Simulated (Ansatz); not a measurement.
BeS:
Space group P6₃/mmc (No. 194); a = b = 3.300 Å, c = 5.255 Å, α = β = 90.00°, γ = 120.00°

| atom | site | symmetry | x | y | z |
|---|---|---|---|---|---|
| Be | 2a | -3m. | 0.0000 | 0.0000 | 0.0000 |
| S | 2c | -6m2 | 0.3333 | 0.6667 | 0.2500 |

Relaxed at zero pressure with plane-wave PAW r²SCAN (Ansatz code).

**Question.** The volume is lowered by 9 % and shape and atoms relax at that volume. What pressure results, and how do the axes share the change?

**Answer.** 12.6 GPa; a -3.1 %, b -3.1 %, c -3.2 %; the energy rises by 41 meV/atom.

**Question.** Give the new structure.

**Answer.** 
Space group P6₃/mmc (No. 194); a = b = 3.1991 Å, c = 5.0881 Å, α = β = 90.00°, γ = 120.00°

```tsv
atom	site	symmetry	x	y	z
Be	2a	-3m.	0.0000	0.0000	0.0000
S	2c	-6m2	0.3333	0.6667	0.2500
```

The phase is kept; no other phase was compared at this pressure.

Space group P6_3/mmc (NiAs type). The start of the workflow was typed in or built on a structure type; neither database checked (COD, Materials Project) lists it. COD files the formula under space group No. 216, so this cell is another polymorph or a model. Its standing as an ambient phase is unchecked. The cell was relaxed with r²SCAN under the symmetry of its start; whether a distortion lowers the energy is not shown.

Potentials: the earlier of the program's two PAW sets.
